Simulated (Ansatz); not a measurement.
Al:
```xyz
2
Lattice="0.0000 2.9993 2.9993 2.9993 0.0000 2.9993 2.9993 2.9993 0.0000" Properties=species:S:1:pos:R:3 pbc="T T T"
Al     0.0000     0.0000     0.0000
Al     1.4996     1.4996     1.4996
```

Relaxed with PBEsol. Special points in fractions of this cell's reciprocal vectors: Γ (0.000, 0.000, 0.000); X (0.500, 0.000, 0.500); U (0.625, 0.250, 0.625); K (0.375, 0.375, 0.750); L (0.500, 0.500, 0.500); W (0.500, 0.250, 0.750).

Task: List the band energies nearest the Fermi level at these points for plane-wave PAW PBEsol (Ansatz code).

Result: In eV from the Fermi level; about four levels below and three above (degenerate sets whole), none deeper than 8.9 eV; points with the same levels are listed once.

```json
[
 {"k": "Γ", "below": "-7.92", "above": "2.18 2.18 2.18"},
 {"k": "X", "below": "-4.35 -4.35 -0.37 -0.37", "above": "2.07 2.07 10.73 10.73"},
 {"k": "U", "below": "-4.65 -3.85 -1.82", "above": "0.01 2.52 5.10"},
 {"k": "L", "below": "-5.85 -3.89", "above": "1.15 1.15 3.31"},
 {"k": "W", "below": "-4.16 -4.16 -1.42 -1.42", "above": "5.15 5.15 6.05 6.05"}
]
```

Space group Fd-3m (diamond). The start of the workflow was typed in or built on a structure type; neither database checked (COD, Materials Project) lists it. It is not the phase usual at ambient conditions (space group No. 225). The PBEsol relaxation kept the symmetry of its start. At this level the phase is mechanically unstable.

Potentials: the later of the program's two PAW sets.
